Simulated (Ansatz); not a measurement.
Consider the following.

Re (hcp, Mg type)

```
CELL_PARAMETERS angstrom
      2.75770     0.00000     0.00000
     -1.37885     2.38824     0.00000
      0.00000     0.00000     4.46255
ATOMIC_POSITIONS crystal
  Re 0.33333 0.66667 0.75000
  Re 0.66667 0.33333 0.25000
```

E(V) scan at fixed shape, V₀ the volume above. Symmetry pins the atoms to their sites.

Level of theory: r2SCAN (plane waves to 500 eV, PAW, scalar-relativistic; Ansatz, a program for electronic structure). k mesh 19×19×11 (Γ-centred), Fermi-Dirac smearing 0.05 eV. The energy includes the smearing's −TS. Compression counts positive. With the shape held, the modulus is that of even scaling; a crystal free to change shape is softer. Re is run without spin polarisation. Re was relaxed with its symmetry unable to fall. Spin-orbit coupling is left out, though Re is heavy. The PAW data are Ansatz's earlier set. ΔE is measured from the relaxed starting cell.

The scan covers V/V₀ from 0.840 to 1.160 in 13 points.

### Question
What is the fitted pressure derivative B₀′?

### Answer
4.3.

### Question
What bulk modulus at fixed cell shape B₀ follows from a third-order Birch-Murnaghan fit?

### Answer
386 GPa.

(Under strain, the slope of the energy per volume gives the stress and its curvature an elastic modulus.)
